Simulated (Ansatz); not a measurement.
AlN:
```yaml
crystal:
  lattice:
    - [0.00000, 2.18252, 2.18252]
    - [2.18252, 0.00000, 2.18252]
    - [2.18252, 2.18252, 0.00000]
  atoms:
    - { symbol: Al, position: [0.00000, 0.00000, 0.00000] }
    - { symbol: N, position: [0.25000, 0.25000, 0.25000] }
```

Relaxed with HSE06.

Question: Give the Bader charges and basin volumes of the independent atoms, DFT-HSE06 in the program Ansatz with PAW potentials.

Answer: 

```tsv
atom	Bader charge (e)	Bader volume (Å³)
Al1	+2.47	3.8
N2	-2.47	17.0
```

Space group F-43m (zinc blende). The cell was relaxed with HSE06 under the symmetry of its start.

Potentials: the earlier of the program's two PAW sets.
